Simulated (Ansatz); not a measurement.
Ansatz input

```yaml
crystal:
  lattice:
    - [14.0, 0.0, 0.0]
    - [0.0, 14.4, 0.0]
    - [0.0, 0.0, 14.8]
  atoms:
    - { symbol: Te, position: [0.5, 0.5, 0.5], spin: 0.01 }
  symmetry: { detect: false, time_reversal: true }
hamiltonian:
  xc: rpbe
  pseudopotentials:
    kind: paw
    azcp:
      Te: "pseudopotentials/Te.paw.azcp"
basis:
  ecutwfc: 420
  fft_grid_basis: typed
kpoints:
  mp_grid: { grid: [1, 1, 1], shift: [0, 0, 0] }
magnetization:
  spin_polarized: true
scf:
  occupations: { method: fermi_dirac, width: 0.01 }
```

and its output:

```
Engine: ansatz 0.2.0, aarch64-unknown-linux-gnu
Pseudopotentials: kind: paw
Pseudopotential: Te, paw, valence charge 16, recommended cutoff 420 eV (normal) 
Functional definition: RPBE
  parameter kappa = 0.804
  parameter beta = 0.06672455060314922
  exchange = rpbe_x(kappa = kappa, mu = beta*pi^2/3)
  correlation = pbe_c(beta = beta)
Crystal: 1 atoms, lattice volume = 2983.680 Å³
Basis set: ecut = 420 eV, 58327 PW (Γ)
Bands: 13, of which v1, the nominal top of the filled ones, is band 8 counted from 1 (7 counted from 0)
Symmetry: 1 space group operations
k-points: 1
Non-local potential: Te, projectors of the file, l = 0: 2, l = 1: 2, l = 2: 2, l = 3: 2
PAW form: soft (Blöchl's): semilocal exchange-correlation on the pseudo side does not see the compensation charge
PAW frozen core: Te, regenerated for the run's functional, and the local potential with it (the file was generated under x = pbe(κ = 0.804, μ = 0.2195149727645171), c = pbe(β = 0.06672455060314922))
PAW one-centre angular grid: Te, 590 points (default); XC on 64 Gauss nodes
Initial density: superposition of atomic densities (neutral atoms: chi_scale 0, normalization atom)
Starting moments: Σ|m| = 0.01 μB on 1 of 1 site
Initial wavefunctions: pseudopotential atomic-orbital guess
Functional: x = rpbe, c = pbe(β = 0.06672455060314922)
iter 1 solved again at ethr=2.22e-6 eV; its pass at ethr=3.10e-3 eV (dr2=3.55e-4 eV) is discarded
SCF iter   1: F=—  HF=-6986.076821 eV  |F-HF|=—  |Δ(HF+E_count)|=         —  Δρ=3.49e-4 (↑3.04e-4 ↓3.49e-4)  dr2=3.05e-4  dr2_m=2.77e-3  M=0.198 μB ∫|m|=0.198 μB  β_m=1.00  ethr=2.22e-6  ⟨swp⟩=4.0  Hψ=278  notcnv=0
spin=Collinear: Resta preconditioning applied to the charge; magnetization (m = ρ↑ − ρ↓) channel mixes plain (no charge-response kernel on spin).
SCF iter   2: F=—  HF=-6986.177013 eV  |F-HF|=—  |Δ(HF+E_count)|=   1.00e-1  Δρ=3.06e-3 (↑3.05e-3 ↓3.06e-3)  dr2=9.51e-5  dr2_m=2.55e-1  M=2.000 μB ∫|m|=2.000 μB  β_m=1.00  ethr=1.91e-6  ⟨swp⟩=3.5  Hψ=61  notcnv=0
SCF iter   3: F=—  HF=-6986.720822 eV  |F-HF|=—  |Δ(HF+E_count)|=   5.44e-1  Δρ=2.11e-4 (↑2.11e-4 ↓1.79e-4)  dr2=7.42e-4  dr2_m=9.89e-4  M=2.000 μB ∫|m|=2.000 μB  β_m=1.00  ethr=5.94e-7  ⟨swp⟩=6.5  Hψ=111  notcnv=0
SCF iter   4: F=—  HF=-6986.724662 eV  |F-HF|=—  |Δ(HF+E_count)|=   3.84e-3  Δρ=2.81e-4 (↑6.05e-5 ↓2.81e-4)  dr2=4.00e-3  dr2_m=5.16e-4  M=2.000 μB ∫|m|=2.000 μB  β_m=1.00  ethr=5.94e-7  ⟨swp⟩=4.0  Hψ=67  notcnv=0
SCF iter   5: F=—  HF=-6986.744879 eV  |F-HF|=—  |Δ(HF+E_count)|=   2.02e-2  Δρ=1.96e-3 (↑1.51e-4 ↓1.96e-3)  dr2=1.92e-1  dr2_m=2.33e-2  M=2.000 μB ∫|m|=2.001 μB  β_m=1.00  ethr=5.94e-7  ⟨swp⟩=5.5  Hψ=78  notcnv=0
SCF iter   6: F=—  HF=-6986.924017 eV  |F-HF|=—  |Δ(HF+E_count)|=   1.79e-1  Δρ=2.04e-3 (↑9.32e-4 ↓2.04e-3)  dr2=3.78e-1  dr2_m=1.03e-2  M=2.000 μB ∫|m|=2.016 μB  β_m=1.00  ethr=5.94e-7  ⟨swp⟩=9.0  Hψ=145  notcnv=0
...
SCF iter  73: F=—  HF=-6986.832102 eV  |F-HF|=—  |Δ(HF+E_count)|=   9.58e-9  Δρ=4.02e-7 (↑2.99e-7 ↓4.02e-7)  dr2=3.54e-9  dr2_m=2.94e-9  M=2.000 μB ∫|m|=2.035 μB  ethr=1.46e-11  ⟨swp⟩=1.0  Hψ=90  notcnv=0
SCF iter  74: F=—  HF=-6986.832103 eV  |F-HF|=—  |Δ(HF+E_count)|=   2.64e-7  Δρ=4.46e-7 (↑4.46e-7 ↓3.30e-7)  dr2=8.75e-9  dr2_m=2.43e-9  M=2.000 μB ∫|m|=2.035 μB  ethr=1.46e-11  ⟨swp⟩=1.0  Hψ=96  notcnv=0
SCF iter  75: F=—  HF=-6986.832109 eV  |F-HF|=—  |Δ(HF+E_count)|=   6.45e-6  Δρ=2.77e-6 (↑2.77e-6 ↓2.32e-6)  dr2=7.18e-7  dr2_m=2.25e-8  M=2.000 μB ∫|m|=2.035 μB  ethr=1.46e-11  ⟨swp⟩=7.5  Hψ=200  notcnv=0
SCF iter  76: F=—  HF=-6986.832109 eV  |F-HF|=—  |Δ(HF+E_count)|=   1.46e-7  Δρ=1.02e-6 (↑7.53e-7 ↓1.02e-6)  dr2=1.05e-7  dr2_m=4.83e-9  M=2.000 μB ∫|m|=2.035 μB  ethr=1.46e-11  ⟨swp⟩=2.0  Hψ=114  notcnv=0
SCF iter  77: F=—  HF=-6986.832109 eV  |F-HF|=—  |Δ(HF+E_count)|=   1.12e-8  Δρ=3.04e-7 (↑3.04e-7 ↓2.45e-7)  dr2=2.47e-9  dr2_m=1.79e-9  M=2.000 μB ∫|m|=2.035 μB  ethr=1.46e-11  ⟨swp⟩=1.0  Hψ=83  notcnv=0
SCF iter  78: F=—  HF=-6986.832109 eV  |F-HF|=—  |Δ(HF+E_count)|=   1.85e-7  Δρ=4.58e-7 (↑4.58e-7 ↓2.18e-7)  dr2=1.38e-8  dr2_m=1.67e-9  M=2.000 μB ∫|m|=2.035 μB  ethr=1.46e-11  ⟨swp⟩=1.0  Hψ=95  notcnv=0
SCF iter  79: F=—  HF=-6986.832112 eV  |F-HF|=—  |Δ(HF+E_count)|=   3.16e-6  Δρ=2.53e-6 (↑2.53e-6 ↓2.40e-6)  dr2=8.84e-7  dr2_m=2.19e-8  M=2.000 μB ∫|m|=2.034 μB  ethr=1.46e-11  ⟨swp⟩=8.0  Hψ=181  notcnv=0
SCF iter  80: F=—  HF=-6986.832112 eV  |F-HF|=—  |Δ(HF+E_count)|=   2.21e-7  Δρ=7.99e-7 (↑6.81e-7 ↓7.99e-7)  dr2=8.60e-8  dr2_m=3.78e-9  M=2.000 μB ∫|m|=2.034 μB  ethr=1.46e-11  ⟨swp⟩=3.0  Hψ=115  notcnv=0
SCF iter  81: F=—  HF=-6986.832112 eV  |F-HF|=—  |Δ(HF+E_count)|=   7.38e-9  Δρ=2.99e-7 (↑2.35e-7 ↓2.99e-7)  dr2=2.39e-9  dr2_m=1.71e-9  M=2.000 μB ∫|m|=2.034 μB  ethr=1.46e-11  ⟨swp⟩=1.0  Hψ=82  notcnv=0
SCF iter  82: F=-6986.832112 eV  HF=-6986.832112 eV  |F-HF|=5.26e-10  |Δ(HF+E_count)|=   1.20e-7  Δρ=3.53e-7 (↑3.53e-7 ↓1.55e-7)  dr2=3.75e-9  dr2_m=1.01e-9  M=2.000 μB ∫|m|=2.034 μB  ethr=1.46e-11  ⟨swp⟩=1.0  Hψ=92  notcnv=0
SCF iter  83: F=-6986.832112 eV  HF=-6986.832112 eV  |F-HF|=5.33e-10  |Δ(HF+E_count)|=  9.09e-12  Δρ=3.53e-7 (↑3.53e-7 ↓1.55e-7)  dr2=3.75e-9  dr2_m=1.01e-9  M=2.000 μB ∫|m|=2.034 μB  ethr=1.46e-11  ⟨swp⟩=1.0  Hψ=92  notcnv=0
SCF 1 converged in 83 iterations: F = -6986.832112 eV  dr2 = 3.75e-9
iteration 83: the least curvature of the free energy that was read at this close is 0.003 (0.767 in the run's own bands): near zero (its residual is 0.003), and the free energy falls along no way that was tried (none was if the reading's last walks met no value under 0.05)
SCF converged after 83 iterations
Stability not told: the SCF's own minimisation came to no verdict on its close, and a probe of this close did not settle it; the lowest value that the minimisation read is 3.1e-3 (residual 4.6e-5): no lower mode is shown, and none is ruled out
Magnetization: 2.0000 μB (9.0000 up, 7.0000 down)
Absolute magnetization: 2.0409 μB (∫|ρ↑−ρ↓|, with the PAW one-centre terms)
Spin contamination: 0.0044 ħ² per cell (⟨S²⟩ above its minimum at these occupations)
Per-site moments (μB) at R_I (Å): [(1.999999654362165, 5.775)]
Free energy (F): -6986.832112 eV
Harris-Foulkes:  -6986.832112 eV  (|F-HF|=5.33e-10)
Internal energy: -6986.832112 eV  (E = F + TS)
E sigma→0 (E₀):  -6986.832112 eV
Entropy (-TS):   -0.000000 eV (-0.000 meV/atom)
Fermi energy:    -4.921083 eV
--- Per-component energies (eV) ---
  E_band       = -467.124655
  E_kinetic    = 178.619564
  E_local      = -3540.739056  (includes V_loc(G=0)·N_el)
  E_nonlocal   = -311.393543
  E_hartree    = 1843.295979
  E_xc         = -122.639524
  E_vxc        = -101.057206  (∫ρ·V_xc dr)
  E_paw        = -4670.962721  (= ΣΔE_a)
  E_vpaw       = -379.144455  (= ΣTr[D̂ρ^β])
  E_aug_tail   = -0.000182  (compensation charges beyond the density's cutoff)
  E_ewald      = -362.973644
  E_core_change = -0.038984  (= ΣΔE_core)
  E_smearing   = -0.000000  (= −TS)
  E_closure    = -0.000000  (closes the sum)
  Σ components = -6986.832112   (vs F -6986.832112, Δ=0.00e0)
--- Band table (eV) ---
  k-point 0 ↑: bands = ["-41.7336", "-41.7336", "-41.3251", "-41.3251", "-41.1929", "-15.4343", "-6.6459", "-6.6457", "-5.6424", "-0.5696", "0.3933", "0.4099", "0.4417"]
  k-point 0 ↓: bands = ["-41.4625", "-41.4625", "-41.1832", "-41.1832", "-41.0779", "-13.9953", "-5.0817", "-4.7536", "-4.7535", "-0.2798", "0.4784", "0.5629", "0.6651"]
```
